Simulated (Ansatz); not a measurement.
ZrGe₂ in space group Cmcm (No. 63; Zr on 4c, Ge on 4c, Ge on 4c) at seven volumes, the program Ansatz at the LDA level (PAW), shape and atoms relaxed at each. One row is withheld.

```tsv
V (Å³/atom)	P (GPa)
15.789	14.41
16.310	?
16.830	4.08
17.351	0.00
17.871	-3.50
18.392	-6.47
18.912	-9.00
```

Problem. Fit the shown pressures and predict the withheld one.

Solution. P = (3/2)B₀(x^(7/2) − x^(5/2))[1 + (3/4)(B′ − 4)(x − 1)] with x = (V₀/V)^(2/3). Least squares on the six rows gives V₀ = 17.350 Å³/atom, B₀ = 125 GPa, B′ = 4.21. At V = 16.310, x = 1.0421 and P = 8.80 GPa. The run itself gave 8.85 GPa.

The workflow started from a Materials Project entry (that database holds measured and hypothetical structures alike); the Crystallography Open Database files this formula in space group No. 63, but the cells were not matched. Its standing as an ambient phase is unchecked. Symmetry was held in the LDA relaxation; whether a distortion lowers the energy is not shown. The run is not spin-polarised.

Potentials: the later of the program's two PAW sets.
